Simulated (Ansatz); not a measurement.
La (dhcp type, space group P6_3/mmc)

```yaml
crystal:
  lattice:
    - [3.78558, 0.00000, 0.00000]
    - [-1.89279, 3.27841, 0.00000]
    - [0.00000, 0.00000, 12.03275]
  atoms:
    - { symbol: La, position: [0.00000, 0.00000, 0.00000] }
    - { symbol: La, position: [0.00000, 0.00000, 0.50000] }
    - { symbol: La, position: [0.33333, 0.66667, 0.25000] }
    - { symbol: La, position: [0.66667, 0.33333, 0.75000] }
```

Two coordinates are scanned: the volume, and the ratio of the stretch along z (the conventional c axis) to the stretch across it. Atoms keep their fractional coordinates.

Calculation: r2SCAN (plane waves to 500 eV, PAW, scalar-relativistic; Ansatz, an electronic-structure program). k mesh 14×14×4 (Γ-centred), Fermi-Dirac smearing 0.05 eV. The energy includes the smearing's −TS. With partly filled bands, the response to shear is sensitive to the k mesh, so small differences along c/a are uncertain. La is run without spin polarisation. La was relaxed with its symmetry unable to fall. ΔE is measured from the relaxed starting cell.

Question: What ΔE (kJ/mol of atoms) does the calculation give at all points of the grid V/V₀ = 0.920, 0.947, 0.973, 1.000, 1.027, 1.053, 1.080 by (c/a)/(c/a)₀ = 0.920, 0.947, 0.973, 1.000, 1.027, 1.053, 1.080?

Answer: ΔE (kJ/mol of atoms), with V/V₀ across and (c/a)/(c/a)₀ down:

| (c/a)/(c/a)₀ \ V/V₀ | 0.920 | 0.947 | 0.973 | 1.000 | 1.027 | 1.053 | 1.080 |
|---|---|---|---|---|---|---|---|
| 0.920 | 4.2 | 3.1 | 2.4 | 2.1 | 2.3 | 2.8 | 3.6 |
| 0.947 | 2.8 | 1.8 | 1.1 | 0.9 | 1.1 | 1.6 | 2.5 |
| 0.973 | 2.1 | 1.0 | 0.4 | 0.2 | 0.4 | 0.9 | 1.8 |
| 1.000 | 1.8 | 0.8 | 0.2 | 0.0 | 0.2 | 0.7 | 1.5 |
| 1.027 | 2.1 | 1.0 | 0.4 | 0.2 | 0.4 | 0.9 | 1.7 |
| 1.053 | 2.7 | 1.6 | 1.0 | 0.8 | 0.9 | 1.4 | 2.3 |
| 1.080 | 3.7 | 2.6 | 2.0 | 1.7 | 1.9 | 2.3 | 3.1 |

(A scan under strain: stresses follow from slopes of the energy per volume, elastic moduli from its curvatures.)
